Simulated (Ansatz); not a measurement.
Input file for Ansatz (a quantum-chemistry and plane-wave program):

Ansatz 0.2 input:
```yaml
crystal:
  lattice:
    - [2.7366847032, 0.0, 0.0]
    - [-1.3683423516, 2.3700384751, 0.0]
    - [0.0, 0.0, 4.9277969223]
  atoms:
    - { symbol: Mo, position: [0.3333333333, 0.6666666667, 0.25] }
    - { symbol: Mo, position: [0.6666666667, 0.3333333333, 0.75] }
kpoints:
  mp_grid: { grid: [17, 17, 8] }
hamiltonian:
  xc: r2scan
  pseudopotentials: { kind: paw }
scf:
  occupations: { method: gaussian, width: 0.1 }
checkpoint: { read: metal.run }
output: { bader: true, populations: true }
```

Output (shortened):

```
Pseudopotential: Mo, paw, valence charge 14
Functional definition: r2SCAN
Crystal: 2 atoms, lattice volume = 31.962 Å³
Basis set: ecut = 500 eV, 785 PW (Γ), exchange–correlation on 80×80×144 points (64 copies of the dense FFT grid, shifted against one another)
Bands: 22, of which v1, the nominal top of the filled ones, is band 14 counted from 1 (13 counted from 0)
Symmetry: 24 space group operations
Space group: P63/mmc (ITA 194), of the structure as read, at distance tolerance 3.2e-5 Å
k-points: 165 of 2312
Stability of the state it starts from, as read at its close in the unpolarized treatment …
iter 1 solved again at ethr=6.71e-9 eV; its pass at ethr=3.10e-3 eV (dr2=1.88e-6 eV) is discarded
SCF iter   1: F=—  HF=-9934.200848 eV  |F-HF|=—  |Δ(HF+E_count)|=         —  Δρ=2.45e-7  dr2=1.18e-11  dr2_τ=2.24e-12  ethr=6.71e-9  ⟨swp⟩=3.4  Hψ=27413  notcnv=0
preconditioner: auto → Kerker (q_TF=auto, 2.669 Å⁻¹)
SCF iter   2: F=-9934.200848 eV  HF=-9934.200848 eV  |F-HF|=5.46e-12  |Δ(HF+E_count)|=   5.06e-9  Δρ=1.60e-7  dr2=6.07e-12  dr2_τ=2.40e-12  ethr=1.00e-12  ⟨swp⟩=5.2  Hψ=11431  notcnv=0
SCF 1 converged in 2 iterations: F = -9934.200848 eV  dr2 = 6.07e-12
SCF converged after 2 iterations
Free energy (F): -9934.200848 eV
Harris-Foulkes:  -9934.200848 eV  (|F-HF|=5.46e-12)
Internal energy: -9934.186571 eV  (E = F + TS)
E sigma→0 (E₀):  -9934.193709 eV
Entropy (-TS):   -0.014276 eV (-7.138 meV/atom)
Fermi energy:    20.258688 eV
--- Per-component energies (eV) ---
  E_band       = -146.491312
  E_kinetic    = 880.034971
  E_local      = -1608.837038  (includes V_loc(G=0)·N_el)
  E_nonlocal   = 285.673414
  E_hartree    = 531.978296
  E_xc         = -356.474953
  E_vxc        = -512.007106  (∫ρ·V_xc dr)
  E_paw        = -6434.671972  (= ΣΔE_a)
  E_vpaw       = -289.398327  (= ΣTr[D̂ρ^β])
  E_aug_tail   = 0.000006  (compensation charges beyond the density's cutoff)
  E_vtau       = 34.086241  (kinetic-family band-sum trace: ∫τ·v_τ [+ j·A + Jᵃ·Aᵃ] dr)
  E_ewald      = -3231.446887
  E_core_change = -0.442407  (= ΣΔE_core)
  E_smearing   = -0.014276  (= −TS)
  E_closure    = 0.000000  (closes the sum)
  Σ components = -9934.200848   (vs F -9934.200848, Δ=0.00e0)
  [band-id]    e_kinetic+e_local+e_nonlocal+2·e_hartree+e_vxc+e_vpaw+e_augmentation_tail+e_vtau = -146.491247   (vs E_band -146.491312, Δ=6.56e-5)
--- Band table (eV; the first three rows and the last of 165) ---
  k-point 0: bands = ["-42.6111", "-42.4450", "-16.4418", "-15.3390", "-15.1139", "-15.1139", "-15.0113", "-15.0113", "12.9849", "15.1845", "18.2365", "19.5714", "19.5714", "20.0621", "20.0621", "20.5798", "21.9635", "21.9635", "23.8683", "23.8683", "30.2946", "34.3072"]
  k-point 1: bands = ["-42.6048", "-42.4514", "-16.4020", "-15.3834", "-15.1100", "-15.1100", "-15.0152", "-15.0152", "13.1308", "15.1973", "18.1847", "19.5567", "19.5567", "20.0153", "20.0153", "20.2288", "22.0776", "22.0776", "23.8414", "23.8414", "30.7837", "33.7632"]
  k-point 2: bands = ["-42.5871", "-42.4697", "-16.2878", "-15.5086", "-15.0990", "-15.0990", "-15.0264", "-15.0264", "13.5429", "15.2032", "18.0608", "19.4122", "19.5365", "19.5365", "19.8954", "19.8954", "22.3802", "22.3802", "23.7395", "23.7395", "31.9940", "33.4293"]
  k-point 164: bands = ["-42.2590", "-42.2590", "-16.2384", "-16.2384", "-16.0125", "-16.0125", "-15.5002", "-15.5002", "16.8943", "16.8943", "17.6417", "17.6417", "18.9557", "18.9557", "20.7068", "20.7068", "23.8115", "23.8115", "29.8930", "29.8930", "32.4344", "32.4344"]
--- Löwdin populations: 2 sites ---
  site symbol       q [e]
     0     Mo     13.9254
     1     Mo     13.9254
  spilling = 0.005329 (of n_electrons = 28.000000)
--- Bader charges: 2 sites ---
  site symbol  charge [e]  shift [e]
     0     Mo      0.0000     0.0000
     1     Mo      0.0000     0.0000
  shift: an alarm, by how much a part of what the PAW files miss would move the charge. Where it is large, compare
  with a run on PAW files of another source; a small one proves nothing
  estimated error of the sums over rays = 1.1e-4 e
```

Cost: about 14 core-seconds (a rough figure) on shared cores.

Space group P6_3/mmc (hcp (Mg type)). The start of the workflow was typed in or built on a structure type; the Crystallography Open Database copy checked does not list it. It is not the phase usual at ambient conditions (space group No. 229). Symmetry was held in the r²SCAN relaxation; its stability against distortions is not shown here. No spin polarisation was allowed. Spin–orbit coupling is left out wherever it is not named.

Potentials: the later of the program's two PAW sets.

Ansatz is a plane-wave DFT program.
